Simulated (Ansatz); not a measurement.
LaCuSeO: reading a single point

```
Cu La Se O
1.0
     4.01401    0.00000    0.00000
     0.00000    4.01401    0.00000
     0.00000    0.00000    8.68261
Cu La Se O
2 2 2 2
Direct
  0.25000 0.75000 0.50000
  0.75000 0.25000 0.50000
  0.25000 0.25000 0.13980
  0.75000 0.75000 0.86020
  0.25000 0.25000 0.66980
  0.75000 0.75000 0.33020
  0.25000 0.75000 0.00000
  0.75000 0.25000 0.00000
```

The numbers come from plane-wave PAW DFT (Ansatz): r2SCAN, no spin polarisation, 500 eV, 6×6×3 Γ-centred k points, fermi-dirac occupations (width 0.1 eV). Nothing was relaxed.

Charges: Bader charges in e: La +2.02, Cu +0.34, Se -1.03, O -1.34. In the mean La gives up most and O takes most.
Band edges: Within 0.7 eV of the edges, the states project mainly on Cu d (49 %) and Se p (40 %) below the gap and on La d (34 %) and La f (29 %) above it.
Electronic structure: The gap is 1.86 eV, direct at the points sampled. A semilocal functional usually gives too small a gap.
Formation energy: -2.21 eV an atom against the elements' usual phases (free molecules for gases, crystals otherwise, with no correction for O₂ or N₂), so it is bound against them; other compounds may still compete. Relaxing would lower it.
Stress: The pressure is 4.1 GPa (compression positive), so with the atoms held at these fractions the cell would first expand.

Origin: a database entry at a rescaled volume. Caveats: f levels without a U or exact exchange are poorly placed.
